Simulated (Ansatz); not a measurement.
Kick test of a cell of Si₅N

The structure comes from a proposed guess, relaxed at this level; another structure or a mixture of phases may lie lower.

Computed with DFT PBE, scalar-relativistic, plane waves, PAW (Ansatz 0.2.0). Plane waves to 420 eV, a k mesh through Γ of 12×12×4 on the computed 6-atom cell and Gaussian smearing (0.10 eV); no spin polarisation.

The cell below (6 atoms, space group P3m1 (No. 156)) is relaxed within its symmetry.

```
Si N
1.0
     3.70969    0.00000    0.00000
    -1.85484    3.21268    0.00000
     0.00000    0.00000    8.61057
Si N
5 1
Direct
  0.33333 0.66667 0.31057
  0.33333 0.66667 0.58482
  0.66667 0.33333 0.68470
  0.66667 0.33333 0.95927
  0.00000 0.00000 0.21093
  0.00000 0.00000 0.99971
```

For the test a repeat of it with 12 atoms (edges 3.71, 3.71, 17.22 Å) was strained at random (σ = 1.5 % a component), the atoms were moved at random (σ = 0.15 Å), and all was relaxed again on a coarse 6×6×2 mesh (in the run’s order of axes) with 0.20 eV smearing, with no symmetry imposed.

Question: Does it come back?

Answer: It doesn't return. The energy falls by 19 meV/atom on that mesh, the volume changes by 3.9 %, and the end has space group Cm (No. 8) at a loose tolerance. Relaxed again on a 10×10×4 mesh with 0.10 eV smearing, the new structure lies 22 meV/atom below the first (mesh in the axes of the run's cell; the cell below is made exact in the group named). Space group Cm (No. 8), monoclinic, a = 6.792 Å, b = 3.616 Å, c = 8.797 Å, β = 102.1°. Around Si on its first site lie 4 Si at 2.31–2.37 Å; around Si on its second site lie 4 Si at 2.32–2.37 Å; around Si on its third site lie 4 Si at 2.32–2.38 Å; around N lie 1 Si at 1.80 Å and 2 Si at 1.92 Å; 2 more sites not described.

```yaml
crystal:
  lattice:
    - [3.39579, -1.80824, 0.00000]
    - [3.39579, 1.80824, 0.00000]
    - [-1.84271, 0.00000, 8.60165]
  atoms:
    - { symbol: Si, position: [0.62900, 0.62900, 0.30841] }
    - { symbol: Si, position: [0.70256, 0.70256, 0.58391] }
    - { symbol: Si, position: [0.40361, 0.40361, 0.67976] }
    - { symbol: Si, position: [0.44611, 0.44611, 0.95491] }
    - { symbol: Si, position: [0.92791, 0.92791, 0.21580] }
    - { symbol: N, position: [0.89104, 0.89104, 0.00721] }
```
